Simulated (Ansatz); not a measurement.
Relaxed-ion elastic tensor of InPd (CsCl type, space group No. 221) in GPa (Voigt order), plane-wave PAW LDA (Ansatz code); density 11.06 g/cm³, 16.61 Å³ per atom.

```json
[
 {"": "1", "1": "171", "2": "140", "3": "140", "4": "0.0", "5": "0.0", "6": "0.0"},
 {"": "2", "1": "140", "2": "171", "3": "140", "4": "0.0", "5": "0.0", "6": "0.0"},
 {"": "3", "1": "140", "2": "140", "3": "171", "4": "0.0", "5": "0.0", "6": "0.0"},
 {"": "4", "1": "0.0", "2": "0.0", "3": "0.0", "4": "59.7", "5": "0.0", "6": "0.0"},
 {"": "5", "1": "0.0", "2": "0.0", "3": "0.0", "4": "0.0", "5": "59.7", "6": "0.0"},
 {"": "6", "1": "0.0", "2": "0.0", "3": "0.0", "4": "0.0", "5": "0.0", "6": "59.7"}
]
```

**Question.** Is the crystal mechanically stable?

**Answer.** Yes: the smallest eigenvalue of C is 30.8 GPa.

**Question.** Work out the Voigt, Reuss and Hill averages.

**Answer.** K_V = 151, K_R = 151, K_H = 151; G_V = 42.0, G_R = 27.7, G_H = 34.8 GPa.

**Question.** Give Young's modulus, Poisson's ratio, Pugh's ratio and the universal anisotropy index.

**Answer.** E = 9KG/(3K + G) = 97.1 GPa; ν = 0.39; K/G = 4.32 (ductile by the Pugh limit of 1.75); A_U = 5G_V/G_R + K_V/K_R − 6 = 2.57.

**Question.** Estimate the sound speeds and the Debye temperature.

**Answer.** v_l = √((K + 4G/3)/ρ) = 4220 m/s, v_t = √(G/ρ) = 1780 m/s, mean 2010 m/s; Θ = (h/k)(3n/4πV)^(1/3) v_m = 234 K.

**Question.** Give the Zener ratio and Young's modulus along [100], [110] and [111].

**Answer.** A = 2C44/(C11 − C12) = 3.88; 1/E = S11 − 2(S11 − S12 − S44/2)Γ with Γ = 0, 1/4, 1/3 gives 44.6, 96.7, 158 GPa.

**Question.** Solve the Christoffel equation for the three sound speeds along [100], [110], [111].

**Answer.** Eigenvalues of C_ijkl n_j n_l equal ρv². In km/s, slowest first: [100] 2.32, 2.32, 3.93; [110] 1.18, 2.32, 4.41; [111] 1.65, 1.65, 4.56.

Space group Pm-3m (CsCl type). The LDA relaxation kept the symmetry of its start; of distortions, only those at the zone centre were tested. No spin polarisation was allowed. As this level gives no gap, shear constants depend on the k-mesh and smearing (Fermi–Dirac, 0.1 eV here).

Potentials: the later of the program's two PAW sets.
